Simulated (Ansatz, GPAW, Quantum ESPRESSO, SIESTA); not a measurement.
One calculation of CsLiCr2Te2S3, 5 ways

```
Cs Li Cr Te S
1.0
     3.31929    1.91639    6.87982
    -3.31929    1.91639    6.87982
     0.00000   -3.83279    6.87982
Cs Li Cr Te S
1 1 2 2 3
Cartesian
  -0.0447 0.0046 -0.0251
  -0.0414 0.0101 10.3583
  0.0283 -0.0123 16.5129
  0.0195 0.0023 4.1496
  -0.0138 -0.0243 13.9893
  -0.0199 -0.0055 6.6437
  -2.4317 -0.0424 10.2928
  1.2237 -2.0607 10.3212
  1.1743 2.1152 10.3115
```

The cell comes from a database or a generator and needn't be the stable form of this composition.

Atoms were shifted at random by some hundredths of an Å from the given cell, which wasn't relaxed again for these runs.

Alike in all runs: task single point; functional PBE; k mesh 5 × 5 × 5; occupations fermi-dirac, width 0.05 eV; collinear spin, ferromagnetic start; no spin-orbit coupling. Pressure is positive in compression and, in plane waves, holds the error of the finite cutoff, which Ansatz's Pulay term estimates and takes out.

```tsv
program and potentials	plane-wave cutoff (eV)	notes	pressure (GPa)	net moment per atom (μB)	largest force (eV/Å)	energy over the undisturbed cell (meV/atom)
Ansatz, Ansatz PAW	420	10 valence electrons an atom on average	-0.22	0.45	1.134	9.55
Quantum ESPRESSO, SSSP 1.3 efficiency PBE	748	7.78 valence electrons an atom on average	-0.11	0.45	1.063	8.02
SIESTA, files PseudoDojo sr-pbe-0.4.1-standard, DZP (energy shift 0.003 Ry; two zetas on semicore shells; d shell added on Cs)	-	atomic basis; 10 valence electrons an atom on average	0.15	0.45	0.959	5.30
GPAW, GPAW PAW data sets (gpaw-data 1.2.1)	800	5.78 valence electrons an atom on average	0.03	0.45	1.232	10.33
Ansatz, all-electron LAPW, scalar-relativistic	-	-	?	?	?	-
```

Question: Estimate from the other rows what the run with Ansatz, all-electron LAPW, scalar-relativistic gave.

Answer: Pressure -0.20 GPa; net moment per atom 0.45 μB; largest force 1.139 eV/Å. The other rows, which needn't bracket it: pressure -0.22 to 0.15; net moment per atom 0.45; largest force 0.959 to 1.232; energy over the undisturbed cell 5.30 to 10.33.
